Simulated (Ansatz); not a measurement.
Relaxed SnO (litharge type, space group P4/nmm):

```xyz
4
Lattice="3.8362 0.0000 0.0000 0.0000 3.8362 0.0000 0.0000 0.0000 4.7574" Properties=species:S:1:pos:R:3 pbc="T T T"
Sn     1.9181     0.0000     1.1581
Sn     0.0000     1.9181     3.5993
O      0.0000     0.0000     0.0000
O      1.9181     1.9181     0.0000
```

Computed with PBE-D3(BJ) (plane waves to 420 eV, PAW, scalar-relativistic; Ansatz, a quantum-chemistry and plane-wave program). k mesh 10×10×8 (Γ-centred), Fermi-Dirac smearing 0.05 eV. With partly filled bands, energies and forces of such displacements shift with the k mesh and the smearing. At this level the bands of SnO touch or barely overlap; measurements give the solid a gap. SnO was relaxed with its symmetry unable to fall. The PAW data are Ansatz's earlier set.

One atom of the cell was then moved (with its periodic images), all else fixed, and the forces (eV/Å) came out as:

| atom | Fx | Fy | Fz |
|---|---|---|---|
| Sn1 | 0.000 | 0.000 | 0.730 |
| Sn2 | 0.000 | 0.000 | 0.445 |
| O3 | 0.000 | 0.000 | -1.187 |
| O4 | 0.000 | 0.000 | 0.013 |

Task: Which atom was moved, and by which vector (Å)?

Result: O3, by (0.00, 0.00, 0.18), 0.18 Å in all.

(For displaced atoms, the force is minus the slope of the energy, and its curvature is a force constant, which sets phonon frequencies.)
